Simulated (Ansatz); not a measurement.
# One slab under several functionals: fcc Ni (111), 7 layers

All-electron LAPW in Ansatz 0.2.0, scalar-relativistic, no spin–orbit coupling; ferromagnetic start. Each functional has its own bulk lattice constant and relaxed 1×1 slab, with 16 to 20 Å of vacuum and a dipole correction.

```json
{"functional": "PBEsol", "area (Å²)": "5.20", "γ (J/m²)": "2.32", "Φ (eV)": "5.23", "Δd12 (%)": "-1.4"}
{"functional": "PBE", "area (Å²)": "5.36", "γ (J/m²)": "?", "Φ (eV)": "?", "Δd12 (%)": "-1.4"}
```

**Question.** Fill in "γ (J/m²)" for the row "PBE".

**Answer.** 1.94.

**Question.** Fill in "Φ (eV)" for the row "PBE".

**Answer.** 5.04.
